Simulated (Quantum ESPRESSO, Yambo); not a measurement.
## Levels of theory for the gap of LiNbO3

LiNbO3 (centrosymmetric, paraelectric, space group R-3c, No. 167): one geometry, one set of PBEsol (pw.x of Quantum ESPRESSO, ONCV potentials, without SOC) orbitals, self-energies from Yambo (2×2×2 Γ-centred k mesh, bands 5 to 174 and a 7 Ry block in the screening, 174 bands in G with the Bruneval-Gonze terminator, plasmon pole fitted at 27.2 eV).

The geometry is that of Materials Project entry mp-552588, symmetrised and not relaxed again.

```tsv
level	gap Γ → F (eV)	direct gap at Γ (eV)	rough Yambo cost
PBEsol (Quantum ESPRESSO)	2.45	2.50	–
exchange only (Hartree-Fock self-energy on PBEsol orbitals)	13.45	13.47	about 1/7 (8 states)
static COHSEX@PBEsol	4.15	4.19	within a factor of two (3 states)
G0W0@PBEsol, plasmon pole	3.67	3.72	1 (8 states)
```

Bare exchange has no screening and gives the widest gap; static COHSEX screens it but leaves out the frequency dependence, which G0W0 restores. The mesh misses a band edge: along a dense path the PBEsol gap is 2.38 eV against 2.45 eV on the mesh.

Costs are rough ratios of core time on shared machines.

Nearest settings tried, and what they do to the gap: 118 bands in G: +20 meV; 118 bands in W, 118 bands in G: +68 meV; 6 Ry block (187 vectors against 259): +3 meV. Not varied: mesh. So the settings aren't converged at that level. The k mesh is coarse.

Spin-orbit splittings are left out.

This is not the ordinary phase of the substance.
